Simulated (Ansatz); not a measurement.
## NbRu$_{3}$: input and output

input.yaml (Ansatz 0.2.0)

```yaml
crystal:
  lattice:
    - [3.878729, 0.0, 0.0]
    - [0.0, 3.878729, 0.0]
    - [0.0, 0.0, 3.878729]
  atoms:
    - { symbol: Nb, position: [0.0, 0.0, 0.0] }
    - { symbol: Ru, position: [0.0, 0.5, 0.5] }
    - { symbol: Ru, position: [0.5, 0.0, 0.5] }
    - { symbol: Ru, position: [0.5, 0.5, 0.0] }
  symmetry: { tolerance: 0.0003 }
kpoints:
  mp_grid: { grid: [7, 7, 7], shift: [0, 0, 0] }
  band_path:
    path:
      - [0.0, 0.0, 0.0]
      - [0.0, 0.5, 0.0]
      - [0.5, 0.5, 0.0]
      - [0.0, 0.0, 0.0]
      - [0.5, 0.5, 0.5]
      - [0.0, 0.5, 0.0]
    npoints: 10
magnetization:
  spin_polarized: false
scf:
  occupations: { method: cold, width: 0.0209 }
  lower_state_search: "off"
  max_iter: 200
hamiltonian:
  pseudopotentials: { kind: paw }
  xc: r2scan
basis:
  ecutwfc: 500
  fft_grid_basis: typed
output:
  forces: true
  stress: true
  eigenvalues: true
  bader: true
  populations: true
  elf: true
  write_potential: true
  volumetric_format: npy
  dos:
    e_range: [-12, 8]
    de: 0.05
    projected: { site_lists: { Nb: [Nb], Ru: [Ru] } }
checkpoint:
  read: saved_state
```

The run starts from an earlier solution of this cell. 

Excerpt of what it printed:

```
SCF iter   1: F=—  Δρ=8.99e-3  dr2=3.45e-2  dr2_τ=9.01e-3
SCF iter   2: F=—  S|Δr|=    0.00e0  Δρ=4.13e-3  dr2=8.82e-3  dr2_τ=3.71e-4
SCF iter   3: F=—  S|Δr|=    0.00e0  Δρ=1.32e-3  dr2=2.04e-3  dr2_τ=2.89e-4
SCF iter   4: F=—  S|Δr|=    0.00e0  Δρ=6.85e-4  dr2=2.61e-4  dr2_τ=1.47e-5
SCF iter   5: F=—  S|Δr|=    0.00e0  Δρ=1.89e-4  dr2=2.45e-5  dr2_τ=2.92e-6
SCF iter   6: F=—  S|Δr|=    0.00e0  Δρ=5.55e-5  dr2=1.35e-6  dr2_τ=1.42e-7
SCF iter   7: F=—  S|Δr|=    0.00e0  Δρ=1.83e-5  dr2=1.24e-7  dr2_τ=1.42e-8
SCF iter   8: F=-22236.3613 eV  S|Δr|=    0.00e0  Δρ=3.00e-6  dr2=3.01e-9  dr2_τ=3.06e-10
Free energy (F): -22236.3613 eV
Harris-Foulkes:  -22236.3613 eV  (|F-HF|=4.98e-9)
Internal energy: -22236.3599 eV  (E = F + TS)
E sigma→0 (E₀):  -22236.3609 eV
Entropy (-TS):   -0.0015 eV (-0.367 meV/atom)
Fermi energy:    21.6916 eV
--- Per-component energies (eV) ---
  E_band       = -302.2221
  E_kinetic    = 1938.9071
  E_local      = -4625.1597  (includes V_loc(G=0)·N_el)
  E_nonlocal   = 1147.7670
  E_hartree    = 1498.9259
  E_xc         = -723.1795
  E_vxc        = -1038.8090  (∫ρ·V_xc dr)
  E_paw        = -13527.2866  (= ΣΔE_a)
  E_vpaw       = -794.2542  (= ΣTr[D̂ρ^β])
  E_aug_tail   = 0.0003  (compensation charges beyond the density's cutoff)
  E_vtau       = 71.4729  (kinetic-family band-sum trace: ∫τ·v_τ [+ j·A + Jᵃ·Aᵃ] dr)
  E_ewald      = -7945.2090
  E_core_change = -1.1253  (= ΣΔE_core)
  E_smearing   = -0.0015  (= −TS)
--- Stress (GPa, compression-positive) ---
       -1.6942       0.0000       0.0000
        0.0000      -1.6942       0.0000
        0.0000       0.0000      -1.6942
  P = ⅓ Tr σ = -1.6942 GPa (-16.942 kbar)
--- Löwdin populations: 4 sites ---
  site symbol       q [e]
     0     Nb     12.8189
     1     Ru     15.9546
     2     Ru     15.9546
     3     Ru     15.9546
  spilling = 0.0052 (of n_electrons = 61.0000)
--- Bader charges: 4 sites ---
  site symbol  charge [e]  shift [e]
     0     Nb      1.3598     0.0007
     1     Ru     -0.4533     0.0002
     2     Ru     -0.4532     0.0002
     3     Ru     -0.4532     0.0002
```

Total energies depend on the potentials used, so only differences within one code and one set of settings carry meaning.

Origin: a database entry at a rescaled volume.
